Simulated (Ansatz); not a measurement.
A: Sc₃TlB (anti-perovskite), a = 4.6327 Å, b = 4.6327 Å, c = 4.6327 Å, α = 90.00°, β = 90.00°, γ = 90.00°
B: InAs (zinc blende), a = b = c = 6.0869 Å, α = β = γ = 90.00°
C: Lu₃InN (anti-perovskite), a = b = c = 4.618 Å, α = β = γ = 90.00°
D: TaN (rock salt), a = b = c = 4.376 Å, α = β = γ = 90.00°

Scan: energy over volume and axial ratio (atoms clamped). All come from one method, each on a k mesh of its own. All were relaxed with their symmetry unable to fall. At this level the bands of InAs touch or barely overlap; measurements give the solid a gap. Lu3InN is run without spin polarisation. Sc3TlB is run without spin polarisation. Spin-orbit coupling is left out. TaN is run without spin polarisation. This is a high-temperature form of TaN.

Task: Rank these by shear modulus C′ = (C11 − C12)/2 (fitted) (highest first), as PBEsol (plane waves to 420 eV, PAW, scalar-relativistic; Ansatz, a quantum-chemistry and plane-wave program) gives it.

Result: D (318 GPa), C (85 GPa), A (68 GPa), B (17 GPa)

(Under strain, the slope of the energy per volume gives the stress and its curvature an elastic modulus.)
